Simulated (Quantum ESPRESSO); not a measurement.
Simulation results for TiGa$_{3}$MoPd$_{3}$ (simulated cell)

All values are calculated (Quantum ESPRESSO 7.5). Calculation on a made-up metal alloy cell, not a measurement: no spin or spin-orbit, unrelaxed, 2900 K smearing, stress positive in tension, cell energy less fitted offsets; periodic Kohn-Sham density functional theory in plane waves with PseudoDojo standard norm-conserving scalar-relativistic pseudopotentials, each functional with its own files (v0.5 for PBE, v0.4.1 for LDA and PBEsol), eight atoms on drawn sites of a strained close-packed or body-centred lattice, each displaced and held fixed; the energy is the cell's free energy, ions and the entropy term -TS included, at the stated Fermi-Dirac width, less a fixed offset for each atom's element (shifted free energy); compositions with an open d shell lost a parallel starting moment in a cheaper test run, and other magnetic orders were not tried; an error bar is the largest change of its kind in a tighter rerun, never given below 0.002 eV, 0.02 GPa or 0.003 eV/angstrom, and covers cutoff and k-mesh only, not smearing or the files.

Common to all runs: lattice type face-centred cubic; functional pbe; cutoff 1143 eV; fermi dirac smearing 0.25 eV; electrons removed 0; run command mpirun -np 4 pw.x -nk 4 -in in; run processor AMD EPYC, Zen 5, virtual cores; k mesh 5 x 5 x 5 shifted half a step off Gamma on each axis.

Notes on all entries: a spin test at this wide smearing found no moment, but such smearing suppresses magnetism that the real alloy may have; lattice, volume and sites are drawn at random and may be unstable or far from any real phase; energies are for the whole cell, less offsets fitted to these runs, so they are not formation energies.

(1) 
```xyz
8
Lattice="0.0000 4.1409 4.1409 4.1409 0.0000 4.1409 4.1409 4.1409 0.0000" Properties=species:S:1:pos:R:3 formula=TiGa3MoPd3 entropy_term_negative_ts=-1.454 pressure=-9.53 stress_xx=9.42 stress_yy=8.65 stress_zz=10.51 stress_yz=-2.49 stress_xz=-1.64 stress_xy=0.61 shifted_free_energy=0.375
Pd    -0.0885     0.1000    -0.1581
Mo     2.1318     2.2134     0.0345
Ga     2.1842     0.0384     2.2804
Ti     4.0659     1.9731     2.1134
Ga    -0.0075     1.9961     2.1227
Pd     2.0398     4.1460     2.0532
Ga     2.3509     2.0240     4.1746
Pd     3.9665     4.1249     4.1354
```

Units: entropy_term_negative_ts, shifted_free_energy in eV; pressure, stress_xx, stress_yy, stress_zz, stress_yz, stress_xz, stress_xy in GPa.

Atoms:
```
atoms element  atom site  atom energy offset (eV)
           Pd          1                 -3687.45
           Mo          2                 -1911.95
           Ga          3                 -2081.03
           Ti          4                  -1615.4
           Ga          5                 -2081.03
           Pd          6                 -3687.45
           Ga          7                 -2081.03
           Pd          8                 -3687.45
```

Forces:
```
site  x (eV/Å)  y (eV/Å)  z (eV/Å)
   1     0.764    -0.383     0.774
   2    -0.407    -0.793     0.168
   3    -0.967    -0.412     -0.95
   4     1.003     0.883    -0.866
   5     0.368    -0.056     0.259
   6    -0.048     0.187    -0.141
   7    -1.058     0.464     0.541
   8     0.346     0.111     0.216
```

Notes: error bars: energy 0.0033 eV, stress 0.02 GPa, force 0.003 eV/Å, from a tighter rerun of a related cell, whose elements or sites may differ; 17 SCF iterations, 271 s of wall time on a shared machine.

(2) 
```xyz
8
Lattice="0.0000 4.1409 4.1409 4.1409 0.0000 4.1409 4.1409 4.1409 0.0000" Properties=species:S:1:pos:R:3 formula=TiGa3MoPd3 entropy_term_negative_ts=-1.473 pressure=-9.2 stress_xx=9.54 stress_yy=8.54 stress_zz=9.52 stress_yz=0.49 stress_xz=0.62 stress_xy=-0.71 shifted_free_energy=0.475
Pd    -0.0885     0.1000    -0.1581
Ti     2.1318     2.2134     0.0345
Ga     2.1842     0.0384     2.2804
Ga     4.0659     1.9731     2.1134
Pd    -0.0075     1.9961     2.1227
Mo     2.0398     4.1460     2.0532
Pd     2.3509     2.0240     4.1746
Ga     3.9665     4.1249     4.1354
```

Units: entropy_term_negative_ts, shifted_free_energy in eV; pressure, stress_xx, stress_yy, stress_zz, stress_yz, stress_xz, stress_xy in GPa.

Atoms:
```
atoms element  atom site  atom energy offset (eV)
           Pd          1                 -3687.45
           Ti          2                  -1615.4
           Ga          3                 -2081.03
           Ga          4                 -2081.03
           Pd          5                 -3687.45
           Mo          6                 -1911.95
           Pd          7                 -3687.45
           Ga          8                 -2081.03
```

Forces:
```
site  x (eV/Å)  y (eV/Å)  z (eV/Å)
   1     1.266    -1.164     0.608
   2    -0.331    -0.474     0.281
   3    -0.835    -0.022    -0.691
   4     0.502     0.596    -0.294
   5     0.522    -0.045     0.326
   6    -0.037    -0.098    -0.254
   7    -1.502     1.134     0.008
   8     0.415     0.074     0.018
```

Notes: error bars: energy 0.0033 eV, stress 0.02 GPa, force 0.003 eV/Å, from a tighter rerun of a related cell, whose elements or sites may differ; 19 SCF iterations, 306 s of wall time on a shared machine.

(3) 
```xyz
8
Lattice="0.0000 4.1409 4.1409 4.1409 0.0000 4.1409 4.1409 4.1409 0.0000" Properties=species:S:1:pos:R:3 formula=TiGa3MoPd3 entropy_term_negative_ts=-1.535 pressure=-11.07 stress_xx=9.85 stress_yy=10.53 stress_zz=12.82 stress_yz=0.38 stress_xz=-3.05 stress_xy=-0.19 shifted_free_energy=0.152
Ga    -0.0885     0.1000    -0.1581
Ga     2.1318     2.2134     0.0345
Ti     2.1842     0.0384     2.2804
Pd     4.0659     1.9731     2.1134
Pd    -0.0075     1.9961     2.1227
Mo     2.0398     4.1460     2.0532
Ga     2.3509     2.0240     4.1746
Pd     3.9665     4.1249     4.1354
```

Units: entropy_term_negative_ts, shifted_free_energy in eV; pressure, stress_xx, stress_yy, stress_zz, stress_yz, stress_xz, stress_xy in GPa.

Atoms:
```
atoms element  atom site  atom energy offset (eV)
           Ga          1                 -2081.03
           Ga          2                 -2081.03
           Ti          3                  -1615.4
           Pd          4                 -3687.45
           Pd          5                 -3687.45
           Mo          6                 -1911.95
           Ga          7                 -2081.03
           Pd          8                 -3687.45
```

Forces:
```
site  x (eV/Å)  y (eV/Å)  z (eV/Å)
   1     1.691      -0.7     1.169
   2    -0.166    -0.716     0.284
   3    -1.249    -0.086    -1.441
   4     0.306     0.427    -0.287
   5     0.173     0.081    -0.059
   6     0.073     0.128    -0.164
   7    -0.971     0.902     0.382
   8     0.144    -0.035     0.115
```

Notes: error bars: energy 0.0033 eV, stress 0.02 GPa, force 0.003 eV/Å, from a tighter rerun of a related cell, whose elements or sites may differ; 18 SCF iterations, 269 s of wall time on a shared machine.

(4) 
```xyz
8
Lattice="0.0000 4.1409 4.1409 4.1409 0.0000 4.1409 4.1409 4.1409 0.0000" Properties=species:S:1:pos:R:3 formula=TiGa3MoPd3 entropy_term_negative_ts=-1.414 pressure=-10.42 stress_xx=10.57 stress_yy=9.38 stress_zz=11.33 stress_yz=-1.32 stress_xz=-2.02 stress_xy=0.16 shifted_free_energy=0.219
Ga    -0.0885     0.1000    -0.1581
Mo     2.1318     2.2134     0.0345
Ti     2.1842     0.0384     2.2804
Ga     4.0659     1.9731     2.1134
Ga    -0.0075     1.9961     2.1227
Pd     2.0398     4.1460     2.0532
Pd     2.3509     2.0240     4.1746
Pd     3.9665     4.1249     4.1354
```

Units: entropy_term_negative_ts, shifted_free_energy in eV; pressure, stress_xx, stress_yy, stress_zz, stress_yz, stress_xz, stress_xy in GPa.

Atoms:
```
atoms element  atom site  atom energy offset (eV)
           Ga          1                 -2081.03
           Mo          2                 -1911.95
           Ti          3                  -1615.4
           Ga          4                 -2081.03
           Ga          5                 -2081.03
           Pd          6                 -3687.45
           Pd          7                 -3687.45
           Pd          8                 -3687.45
```

Forces:
```
site  x (eV/Å)  y (eV/Å)  z (eV/Å)
   1     1.464    -0.488     1.367
   2    -0.212     -0.29    -0.149
   3    -1.495    -0.652    -1.173
   4     0.768     0.906    -0.458
   5     0.043    -0.026     0.005
   6    -0.377    -0.041     0.141
   7    -1.066    -0.076     0.191
   8     0.876     0.666     0.075
```

Notes: error bars: energy 0.0033 eV, stress 0.02 GPa, force 0.003 eV/Å, from a tighter rerun of this cell; 19 SCF iterations, 295 s of wall time on a shared machine.

(5) 
```xyz
8
Lattice="0.0000 4.1409 4.1409 4.1409 0.0000 4.1409 4.1409 4.1409 0.0000" Properties=species:S:1:pos:R:3 formula=TiGa3MoPd3 entropy_term_negative_ts=-1.293 pressure=-10.37 stress_xx=15.81 stress_yy=7.84 stress_zz=7.45 stress_yz=0.69 stress_xz=-0.46 stress_xy=0.17 shifted_free_energy=-0.062
Pd    -0.0885     0.1000    -0.1581
Ga     2.1318     2.2134     0.0345
Ga     2.1842     0.0384     2.2804
Pd     4.0659     1.9731     2.1134
Pd    -0.0075     1.9961     2.1227
Ga     2.0398     4.1460     2.0532
Ti     2.3509     2.0240     4.1746
Mo     3.9665     4.1249     4.1354
```

Units: entropy_term_negative_ts, shifted_free_energy in eV; pressure, stress_xx, stress_yy, stress_zz, stress_yz, stress_xz, stress_xy in GPa.

Atoms:
```
atoms element  atom site  atom energy offset (eV)
           Pd          1                 -3687.45
           Ga          2                 -2081.03
           Ga          3                 -2081.03
           Pd          4                 -3687.45
           Pd          5                 -3687.45
           Ga          6                 -2081.03
           Ti          7                  -1615.4
           Mo          8                 -1911.95
```

Forces:
```
site  x (eV/Å)  y (eV/Å)  z (eV/Å)
   1     0.828    -0.979     1.173
   2    -0.258    -0.509      0.09
   3    -0.704    -0.326    -1.274
   4     0.342     0.825    -0.854
   5     0.131    -0.087    -0.061
   6    -0.083    -0.047     0.407
   7    -0.591     1.092     0.315
   8     0.335     0.031     0.204
```

Notes: error bars: energy 0.0033 eV, stress 0.02 GPa, force 0.003 eV/Å, from a tighter rerun of a related cell, whose elements or sites may differ; 17 SCF iterations, 245 s of wall time on a shared machine.
